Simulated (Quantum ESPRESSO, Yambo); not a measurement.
## Quasiparticle gap of Ta₃O₇F

```
Ta3O7F
1.0
    3.22379    -5.36456     0.00000
    3.22379     5.36456     0.00000
    0.00000     0.00000     3.84793
O F Ta
7 1 3
Direct
  0.33761   0.04485   0.00000
  0.66239   0.95515   0.00000
  0.04485   0.33761   0.00000
  0.95515   0.66239   0.00000
  0.00000   0.00000   0.50000
  0.68490   0.31510   0.50000
  0.31510   0.68490   0.50000
  0.50000   0.50000   0.00000
  0.00000   0.00000   0.00000
  0.69783   0.30217   0.00000
  0.30217   0.69783   0.00000
```

The geometry is that of Materials Project entry mp-753747, symmetrised and not relaxed again.

Starting point: norm-conserving PBEsol (Quantum ESPRESSO, 84 Ry, without SOC). G0W0 in Yambo: 2×2×4 Γ-centred k mesh, bands 4 to 212 and a 7 Ry block in the screening, 212 bands in G with the Bruneval-Gonze terminator, plasmon pole fitted at 27.2 eV.

| Item | Result |
|---|---|
| PBEsol gap along the band path | 2.28 eV |
| PBEsol gap between the mesh's edge points ((-0.5, -0.5, -0.5) → (0, -0.5, 0)) | 2.28 eV |
| G0W0 gap between the same points | 3.77 eV |
| PBEsol smallest direct gap on the mesh (at (0, -0.5, 0)) | 2.94 eV |
| G0W0 direct gap at that point | 4.53 eV |

```tsv
k point	band	E PBEsol (eV)	E QP (eV)	shift (eV)	Z
Γ	VB	-0.56	-0.95	-0.40	0.78
Γ	CB	2.78	4.00	1.21	0.83
(0, -0.5, 0)	VB	-0.66	-1.11	-0.45	0.78
(0, -0.5, 0)	CB	2.28	3.42	1.14	0.83
(0, -0.5, -0.5)	VB	-0.05	-0.42	-0.37	0.78
(0, -0.5, -0.5)	CB	3.59	4.89	1.30	0.82
(-0.5, -0.5, -0.5)	VB	0.00	-0.35	-0.35	0.78
(-0.5, -0.5, -0.5)	CB	3.26	4.57	1.31	0.82
```

Energies count from the PBEsol valence-band maximum.

Nearest settings tried, and what they do to the gap: 2 Ry block (53 vectors against 271): +496 meV. Not varied: bands in G, bands in W, mesh. So the settings aren't converged at that level.

Spin-orbit coupling is left out, which matters for elements this heavy: edges can move by tenths of an eV.

The structure is a Materials Project entry; no match was found in the copy of COD used, and its stability was not checked.
